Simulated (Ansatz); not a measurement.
Ag₂IBr as one 4-atom ordering (R-3m) on the rocksalt lattice, relaxed with r2SCAN, was run in Ansatz 0.2.0 under altered settings. All numbers are computed, without spin polarisation but where a row says otherwise.

```yaml
crystal:
  lattice:
    - [2.11698, 1.22224, 6.82047]
    - [-2.11698, 1.22224, 6.82047]
    - [0.00000, -2.44447, 6.82047]
  atoms:
    - { symbol: Br, position: [0.00000, 0.00000, 0.00000] }
    - { symbol: I, position: [0.50000, 0.50000, 0.50000] }
    - { symbol: Ag, position: [0.25359, 0.25359, 0.25359] }
    - { symbol: Ag, position: [0.74641, 0.74641, 0.74641] }
```

The base run's other keys:
```yaml
kpoints:
  mp_grid: { grid: [4, 4, 4] }
hamiltonian:
  xc: hse06
scf:
  occupations: { method: fixed }
  n_extra_bands: 5
```

It takes 16 iterations with 2057 plane waves at 420 eV and 13 k points, and leaves a mean stress of +0.82 GPa. The gap over this mesh is 1.886 eV. It ran on 4 threads of Arm Neoverse N1, on a shared host.

Outcomes, with energy and stress as changes against the base:
```csv
setting,outcome,ΔF (meV/atom),Δ mean stress (GPa),gap on the mesh (eV),iterations,wall time
"PBE hybrid, exx coeff 1.0, omega 0.2078 1/Å",converged,–,-0.2,5.922,25,69 s
hamiltonian.xc: hf,converged,–,+7.9,8.800,27,69 s
basis.ecutwfc: 300,"converged, warned",+70,0.0,1.897,14,29 s
```
A dash marks a value that wasn't obtained or can't be compared. Stress is positive in compression. The base took 58 s.

- PBE hybrid, exx coeff 1.0, omega 0.2078 1/Å. That is 100 % exact exchange, screened with ω = 0.2078 1/Å, against HSE06's 25 % screened at 0.208 1/Å. The mean stress moves by -0.2 GPa and the gap on the mesh by +4.036 eV (to 5.922). Totals of different functionals aren't comparable.
- hamiltonian.xc: hf. The mean stress moves by +7.9 GPa and the gap on the mesh by +6.914 eV (to 8.800). It's another functional on the same cell, so totals aren't comparable.
- basis.ecutwfc: 300. 1225 plane waves in place of 2057. The free energy moves by +70 meV an atom, the mean stress by 0.0 GPa and the gap on the mesh by +0.011 eV (to 1.897). The basis is too small: these are errors of the cutoff. Warned: cutoff below recommended.

No spin-orbit coupling is included; it can move band edges with weight on the heavy atoms by tenths of an eV.

The stress of a hybrid is loosely converged in these runs.
